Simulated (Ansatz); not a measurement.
A relaxed cell of Sn4Se3S is given with its symmetry left out. The cell was found from a structure generator's guess, not taken from experiment.

Method: DFT PBE, scalar-relativistic, plane waves, PAW (Ansatz 0.2.0). Cutoff 420 eV, Γ-centred mesh, Gaussian smearing, no spin polarisation.

```cif
data_structure
_symmetry_space_group_name_H-M 'P 1'
_symmetry_Int_Tables_number 1
_cell_length_a 4.2513
_cell_length_b 4.2513
_cell_length_c 12.0215
_cell_angle_alpha 90.000
_cell_angle_beta 90.000
_cell_angle_gamma 90.000
_cell_volume 217.27
loop_
_atom_site_label
_atom_site_type_symbol
_atom_site_fract_x
_atom_site_fract_y
_atom_site_fract_z
_atom_site_occupancy
Sn1 Sn 0.00000 0.00000 0.75565 1
Sn2 Sn 0.50000 0.50000 0.00000 1
Sn3 Sn 0.00000 0.00000 0.24435 1
Sn4 Sn 0.50000 0.50000 0.50000 1
Se1 Se 0.50000 0.50000 0.24878 1
Se2 Se 0.00000 0.00000 0.50000 1
Se3 Se 0.50000 0.50000 0.75122 1
S1 S 0.00000 0.00000 0.00000 1
```

Formation energies are uncorrected and refer to the elements' standard structures at the same level. The references include grey tin.

Question: What space group does it have?

Answer: P4/mmm (No. 123), with Se and S ordered on rock salt sites. Conventional cell: a = 4.251 Å, c = 12.021 Å. Around Sn on a site of symmetry 4mm lie 1 S at 2.94 Å and 5 Se at 3.01–3.07 Å; Sn on a site of symmetry 4/mmm has 2 Se at 2.99 Å and 4 S at 3.01 Å; Se on a site of symmetry 4mm is surrounded by 6 Sn at 2.99–3.02 Å; S is surrounded by 6 Sn at 2.94–3.01 Å; 2 more sites not described.

Question: How far does it lie from the elements in energy?

Answer: −0.421 eV/atom. A negative formation energy is needed for stability but isn't enough: competing phases decide.

Question: Is it a metal?

Answer: No, the gap on the 8×8×4 mesh is 0.15 eV.

The last run used an 8×8×4 mesh (in the run's order of axes) for its 8-atom cell and Gaussian smearing of 0.02 eV. Kohn–Sham gaps at this level usually fall short of measured ones. The reference forms of S and Se are held partly by dispersion forces, which this level lacks. Small gaps are read on the mesh alone, and bands can cross between its points. Symmetry constrained the relaxation, so the result can be a saddle point.
